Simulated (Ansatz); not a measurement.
Here is the system:

Al₂Au:
```
Al2Au
1.0
    0.00000     2.97776     2.97776
    2.97776     0.00000     2.97776
    2.97776     2.97776     0.00000
Al Au
2 1
Direct
  0.25000   0.25000   0.25000
  0.75000   0.75000   0.75000
  0.00000   0.00000   0.00000
```

This is the LDA-relaxed structure.

Question: All from LDA (plane waves, PAW; program Ansatz), unless another level is named. Estimate the density of states at the Fermi level.

Answer: 0.30 states/eV per atom (mean over ±0.08 eV).

Question: What about the formation energy from the elements (no fitted shifts)?

Answer: -0.50 eV/atom.

Space group Fm-3m (fluorite or antifluorite type). The cell was relaxed with LDA under the symmetry of its start; of distortions, only those at the zone centre were tested. The references are the lowest solids computed at this level, not always the standard phases. Scalar-relativistic: spin–orbit coupling is off unless named, which matters more the heavier the elements.

Potentials: the earlier of the program's two PAW sets.
